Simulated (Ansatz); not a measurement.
# ReC, first-principles data

ReC:
```
ReC
1.0
    2.84197     0.00000     0.00000
   -1.42099     2.46122     0.00000
    0.00000     0.00000     2.78086
Re C
1 1
Direct
  0.00000   0.00000   0.00000
  0.33333   0.66667   0.50000
```

Space group P-6m2 (No. 187); conventional cell a = 2.842 Å, b = 2.842 Å, c = 2.781 Å, α = 90.00°, β = 90.00°, γ = 120.00°.

Method: DFT-LDA in the program Ansatz with PAW potentials. Geometry: relaxed at this level of theory. Other levels are named where they apply.

**Cell and energy**

- Volume per atom = 9.73 Å³
- Density = 16.92 g/cm³
- Formation energy from the elements (no fitted shifts) = 0.12 eV/atom

**Electronic structure**

Electronic character: metallic (no gap)
Density of states at the Fermi level: 0.39 states/eV per atom (mean over ±0.08 eV)

**Mechanics**

Bulk modulus (Birch–Murnaghan fit): 453 GPa
Pressure derivative B′: 4.4
Elastic constants (relaxed ions, GPa): C11 = 816, C12 = 247, C13 = 235, C33 = 1070, C44 = 207
Mechanical stability: stable (all eigenvalues of C positive)
Hill bulk and shear moduli: 456 and 265 GPa
Young's modulus: 666 GPa
Poisson's ratio: 0.26
Debye temperature from the elastic constants: 613 K

**Phonons**

Highest zone-centre frequency: 615 cm⁻¹
Zone-centre stability: no imaginary mode at Γ

The workflow started from a Materials Project entry (that database holds measured and hypothetical structures alike); the Crystallography Open Database copy checked does not list it. Its standing as an ambient phase is unchecked. The LDA relaxation kept the symmetry of its start. The run is not spin-polarised. As this level gives no gap, shear constants depend on the k-mesh and smearing (Fermi–Dirac, 0.1 eV here). As this level gives no gap, phonon frequencies hold no LO–TO term and depend on the k-mesh and smearing (Fermi–Dirac, 0.1 eV here). On the denser mesh and wider smearing of the elastic run this cell carries a stress of 0.3 GPa. The references are the lowest solids computed at this level, not always the standard phases. Scalar-relativistic: spin–orbit coupling is off unless named, which matters more the heavier the elements.

Potentials: the later of the program's two PAW sets.
